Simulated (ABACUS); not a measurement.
Input and output of a self-consistent single point for WS₂ (R3m, 3 atoms in the cell; from Materials Project mp-9813, changed as shown) (ABACUS).

Level of theory: PBEsol, numerical atomic orbitals DZP (confined pseudo-atomic orbitals with Gaussian additions; energy shift 0.003 Ry), PseudoDojo 0.4 standard norm-conserving PBEsol (tails mended) pseudopotentials run with ABACUS.

The change in words: lattice scaled by 0.98. Reference geometry (R3m):
```xyz
3
Lattice="1.5924 0.9194 6.4898 -1.5924 0.9194 6.4898 0.0000 -1.8388 6.4898" Properties=species:S:1:pos:R:3 pbc="T T T"
W      0.0000     0.0000     0.0130
S      0.0000     0.0000     8.0625
S      0.0000     0.0000     4.9437
```

Reference input (self-consistent single point, DFT, PBEsol, numerical atomic orbitals DZP (confined pseudo-atomic orbitals with Gaussian additions; energy shift 0.003 Ry), PseudoDojo 0.4 standard norm-conserving PBEsol (tails mended) pseudopotentials): basis = DZP numerical atomic orbitals, energy shift 0.003 Ry; KPT = Gamma 6 6 6 0 0 0; basis_type = lcao; ecutwfc = 100 Ry; smearing_method = fd; smearing_sigma = 0.000734986 Ry; potentials = PseudoDojo 0.4 standard norm-conserving PBEsol (tails mended); symmetry = 1; symmetry_prec = 1e-05; ks_solver = scalapack_gvx; scf_nmax = 100; scf_thr = 1.0e-06. This run's input differs from it in these lines:

```diff
@@ -33,5 +33,5 @@
 LATTICE_VECTORS
-   3.0092660213    1.7374009709   12.2639446036
-  -3.0092660213    1.7374009709   12.2639446036
-   0.0000000000   -3.4748019418   12.2639446036
+   2.9490801339    1.7026526869   12.0186657115
+  -2.9490801339    1.7026526869   12.0186657115
+   0.0000000000   -3.4053053738   12.0186657115
 
@@ -43,3 +43,3 @@
 1
-  -0.0000000000    0.0000000000    0.0246505287 1 1 1
+  -0.0000000000    0.0000000000    0.0241575181 1 1 1
 
@@ -48,4 +48,4 @@
 2
-   0.0000000000   -0.0000000000   15.2359766749 1 1 1
-  -0.0000000000   -0.0000000000    9.3421824412 1 1 1
+   0.0000000000   -0.0000000000   14.9312571414 1 1 1
+   0.0000000000   -0.0000000000    9.1553387924 1 1 1
 # file: KPT
```

The program printed (abridged):

```
 SELF-CONSISTENT
 -------------------------------------------

                  longest orb rcut (Bohr) = 8.4
   longest nonlocal projector rcut (Bohr) = 2.06
                     search radius (Bohr) = 20.9

                          real space grid = [ 80, 80, 80 ]
                                 init_chg = atomic

 LCAO ALGORITHM --------------- ION=   1  ELEC=   1--------------------------------

 Density error is 0.0568902210819
 E_KohnSham     -195.8701810905      -2664.9505311224
 E_Fermi        0.8593106453         11.6915211278

 LCAO ALGORITHM --------------- ION=   1  ELEC=   2--------------------------------

   [... lines left out ...]

   [... 6 blocks of this kind left out ...]

 LCAO ALGORITHM --------------- ION=   1  ELEC=   9--------------------------------

 Density error is 1.03186249718e-06
 E_KohnSham     -195.8840217121      -2665.1388424405
 E_Fermi        0.8674732134         11.8025785639

 LCAO ALGORITHM --------------- ION=   1  ELEC=  10--------------------------------

 Density error is 1.34177083211e-07
 E_KohnSham     -195.8840217121      -2665.1388424405
 E_KS(sigma->0) -195.8840217121      -2665.1388424405
 E_entropy(-TS) -0.0000000000        -0.0000000000
 E_Fermi        0.8674734723         11.8025820877
 charge density convergence is achieved
 final etot is -2665.1388424 eV
 EFERMI = 11.802582088 eV

 STATE ENERGY(eV) AND OCCUPATIONS    NSPIN == 1
   [... 20 lines left out ...]

 TOTAL-FORCE (eV/Angstrom)
                        W1         0.0000000000         0.0000000000         0.0121404102
                        S1         0.0000000000         0.0000000000         1.5132317994
                        S2         0.0000000000         0.0000000000        -1.5253722095

 TOTAL-STRESS (KBAR)
        91.3557020717         0.0000000000        -0.0000000000
         0.0000000000        91.3556508065        -0.0000000000
        -0.0000000000        -0.0000000000       128.7822375383
 TOTAL-PRESSURE: 103.831197 KBAR

 --------------------------------------------
 !FINAL_ETOT_IS -2665.1388424404640318 eV
 --------------------------------------------
```

The run converged in 10 iterations. Against the reference run the free energy goes up by 32.9 meV/atom, the pressure goes from -0.38 to 10.38 GPa, the largest force goes from 0.294 to 1.525 eV/Å and the gap on the mesh hardly changes (1.218 to 1.225 eV).

Spin-orbit coupling is left out, which matters for bands and gaps with elements this heavy. The atom-centred basis is finite, which shifts total energies, pressures, gaps and forces against plane waves. Forces above 1 eV/Å remain at this geometry, of which the finite basis can carry a part. The structure comes from a collection of computed structures, made at another level of theory; the collection holds predicted forms beside known ones.

Cost on one core: very roughly 40 core-seconds.

The atomic orbitals were generated for these runs; they are not ABACUS's published sets and were checked against plane waves on a few crystals only.

“Tails mended”: in these copies of the files the far tail of each local potential was reset to the Coulomb form.
